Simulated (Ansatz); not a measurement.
TaSe2:
```cif
data_Se2Ta
_chemical_formula_sum 'Se2 Ta1'
_space_group_name_H-M_alt 'P 1'
_space_group_IT_number 1
_cell_length_a 6.60406
_cell_length_b 6.60406
_cell_length_c 6.60406
_cell_angle_alpha 29.758
_cell_angle_beta 29.758
_cell_angle_gamma 29.758
loop_
_space_group_symop_operation_xyz
  'x, y, z'
loop_
_atom_site_label
_atom_site_type_symbol
_atom_site_fract_x
_atom_site_fract_y
_atom_site_fract_z
_atom_site_occupancy
Se1 Se 0.24561 0.24561 0.24561 1
Se2 Se 0.75439 0.75439 0.75439 1
Ta1 Ta 0.00000 0.00000 0.00000 1
```

Relaxed with LDA.

Tabulate the valence density and the electron localisation function along the shortest Ta–Ta contact (3.39 Å), LDA (plane waves, PAW; program Ansatz).



```tsv
distance from Ta (Å)	density (e/Å³)	ELF
0.34	4.50	0.44
0.51	4.12	0.70
0.68	2.69	0.71
0.85	1.28	0.50
1.02	0.52	0.21
1.19	0.29	0.14
1.36	0.22	0.19
1.53	0.20	0.28
1.70	0.19	0.32
1.87	0.20	0.28
2.03	0.22	0.19
2.20	0.29	0.14
2.37	0.52	0.21
2.54	1.28	0.50
2.71	2.69	0.71
2.88	4.12	0.70
3.05	4.50	0.44
```

The density is the valence pseudo-density with augmentation charge, so density and ELF within about 1 Å of a nucleus are not all-electron values.

Space group R-3m. The workflow started from an entry of the Crystallography Open Database (COD), which files this formula under 5 space groups. Its standing as an ambient phase is unchecked. The LDA relaxation kept the symmetry of its start; whether a distortion lowers the energy is not shown. No spin polarisation was allowed. A crystal of weakly bound layers computed without a dispersion correction: the cell and the soft elastic constants depend strongly on that. Spin–orbit coupling is left out wherever it is not named.

Potentials: the later of the program's two PAW sets.
